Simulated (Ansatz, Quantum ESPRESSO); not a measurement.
NbTe: changing the Hubbard U on Nb d

The structure is hexagonal, space group P-6m2 (No. 187). Conventional cell: a = 3.703 Å, b = 3.703 Å, c = 3.694 Å, α = 90.00°, β = 90.00°, γ = 120.00°. Around Te (site symmetry -6m2) lie 6 Nb at 2.83 Å. Nb (site symmetry -6m2) has 6 Te at 2.83 Å as nearest neighbours.

The cell comes from a database or a generator and needn't be the stable form of this composition.

Kept alike: task projected density of states; functional PBEsol; k mesh 8 × 8 × 7; occupations fermi-dirac, width 0.05 eV; no spin polarisation. Program: Ansatz, Ansatz PAW, cutoff 420 eV. The mesh is that of the run's cell of 2 atoms. No spin-orbit coupling.

| run | pressure (GPa) |
| --- | --- |
| A | -5.08 |
| B | -5.25 |
| C | -4.43 |
| D | -1.02 |
| E | -3.97 |
| F | 8.45 |
| G | -4.70 |
| H | -4.90 |

Pressure is positive in compression, with a Pulay correction for the finite cutoff. U acts here on a shell without spin polarisation. For a metal such a mesh leaves the last digits unconverged. How U acts hangs on the program's projectors. All rows use potentials made for PBE. U is the effective U - J on orthogonalised atomic projectors. Double counting: fully localised limit (the default).

Question: The runs differ in the Hubbard U on Nb d alone: 0; 1; 2; 3; 4; 5; 6; 8 eV. Which run is which?

Answer: Run A is 1 eV; run B is 0 eV; run C is 4 eV; run D is 6 eV; run E is 5 eV; run F is 8 eV; run G is 3 eV; run H is 2 eV. The pressure rises from -5.25 to 8.45 GPa between 0 and 8 eV. Its step between 6 and 8 is far larger than the others, which points to a change of electronic state. A twin series (Quantum ESPRESSO, GBRV 1.5 PBEsol) moves it by -9.323 between 0 and 8, against +13.692 GPa here.
